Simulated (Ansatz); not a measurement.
BaZrO₃ (cubic perovskite)

```yaml
crystal:
  lattice:
    - [4.18056, 0.00000, 0.00000]
    - [0.00000, 4.18056, 0.00000]
    - [0.00000, 0.00000, 4.18056]
  atoms:
    - { symbol: Ba, position: [0.00000, 0.00000, 0.00000] }
    - { symbol: Zr, position: [0.50000, 0.50000, 0.50000] }
    - { symbol: O, position: [0.00000, 0.50000, 0.50000] }
    - { symbol: O, position: [0.50000, 0.50000, 0.00000] }
    - { symbol: O, position: [0.50000, 0.00000, 0.50000] }
```

The relaxed cell is deformed in two ways at once: its volume V is scaled, and at that volume it is stretched along z (the c axis of the conventional cell) so that c/a changes. Fractional atomic positions are held.

Computed with PBEsol (plane waves to 420 eV, PAW, scalar-relativistic; Ansatz, a quantum-chemistry and plane-wave program). k mesh 8×8×8 (Γ-centred), Fermi-Dirac smearing 0.05 eV. Energies are smeared free energies. BaZrO3 is run without spin polarisation. BaZrO3 was relaxed with its symmetry unable to fall.

Changes of ΔE (eV/atom) from the point V/V₀ = 1.000, (c/a)/(c/a)₀ = 1.000 when one coordinate moves alone (two changes are said to add if the coupling is within 5 % of the smaller one, nearly so within 20 %):

```csv
point,change
"V/V₀ = 1.000, (c/a)/(c/a)₀ = 0.920",0.05585
"V/V₀ = 1.000, (c/a)/(c/a)₀ = 0.947",0.02331
"V/V₀ = 1.000, (c/a)/(c/a)₀ = 0.973",0.00544
"V/V₀ = 0.960, (c/a)/(c/a)₀ = 1.000",0.01282
"V/V₀ = 0.973, (c/a)/(c/a)₀ = 1.000",0.00551
"V/V₀ = 0.987, (c/a)/(c/a)₀ = 1.000",0.00132
"V/V₀ = 1.013, (c/a)/(c/a)₀ = 1.000",0.00119
"V/V₀ = 1.027, (c/a)/(c/a)₀ = 1.000",0.00498
"V/V₀ = 1.040, (c/a)/(c/a)₀ = 1.000",0.01099
"V/V₀ = 1.000, (c/a)/(c/a)₀ = 1.027",0.00488
"V/V₀ = 1.000, (c/a)/(c/a)₀ = 1.053",0.01881
"V/V₀ = 1.000, (c/a)/(c/a)₀ = 1.080",0.04049
```

### Question
What is the change at V/V₀ = 1.040, (c/a)/(c/a)₀ = 1.053, where both move, and how far is it from the sum?

### Answer
The sum of the single changes is 0.01099 + (0.01881) = 0.02980; the calculation gives 0.02739, so the coupling contributes -0.00241 (over 20 % of the smaller single change, not additive).

### Question
Do the two effects add at V/V₀ = 0.987, (c/a)/(c/a)₀ = 0.920? Give the computed change.

### Answer
The sum of the single changes is 0.00132 + (0.05585) = 0.05717; the calculation gives 0.05957, so the coupling contributes 0.00240 (over 20 % of the smaller single change, not additive).

### Question
What is the change at V/V₀ = 0.960, (c/a)/(c/a)₀ = 0.973, where both move, and how far is it from the sum?

### Answer
The sum of the single changes is 0.01282 + (0.00544) = 0.01826; the calculation gives 0.01904, so the coupling contributes 0.00078 (under 20 % of the smaller single change, nearly additive).

(A scan under strain: stresses follow from slopes of the energy per volume, elastic moduli from its curvatures.)
